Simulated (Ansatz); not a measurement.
InAs (zinc blende)

```xyz
4
Lattice="0.0000 6.1863 6.1863 3.0932 3.0932 6.1863 3.0932 3.0932 0.0000" Properties=species:S:1:pos:R:3 pbc="T T T"
As     4.6397    10.8261    10.8261
As     4.6397     7.7329     7.7329
In     0.0000     0.0000     0.0000
In     3.0932     6.1863     3.0932
```

A phonon eigenvector at X = (0.5, 0.5, 0.0) is frozen into this cell: atom i moves by Q times the vector below, so Q is the largest atomic displacement, in Å. The cell is held. (q is in reciprocal vectors of the primitive cell; the cell shown is doubled to hold the pattern.)

| atom | x | y | z |
|---|---|---|---|
| As1 | 0.000 | 0.000 | 1.000 |
| As2 | 0.000 | 0.000 | -1.000 |

Atoms not listed stay in place.

These are PBE (plane waves to 420 eV, PAW, scalar-relativistic; Ansatz, a quantum-chemistry and plane-wave program) values and carry that method's errors. k mesh 9×9×9 (Γ-centred), Fermi-Dirac smearing 0.05 eV. E stands for the smeared free energy. With partly filled bands, energies and forces of such displacements shift with the k mesh and the smearing. At this level the bands of InAs touch or barely overlap; measurements give the solid a gap. InAs was relaxed with its symmetry unable to fall. The zero of ΔE is the undisplaced structure.

The scan covers Q from -0.100 to 0.100 Å in 13 points.

### Question
Is this a single well or a double well?

### Answer
A single well with its minimum at or next to zero displacement.

### Question
Which space group does the distorted structure have?

### Answer
P-4m2 (No. 115), lowered from F-43m.

### Question
What is the energy change at Q = 0.100 Å?

### Answer
93 meV/cell.

### Question
What harmonic wavenumber does the curvature at Q = 0 give?

### Answer
184 cm⁻¹.

(For displaced atoms, the force is minus the slope of the energy, and its curvature is a force constant, which sets phonon frequencies.)
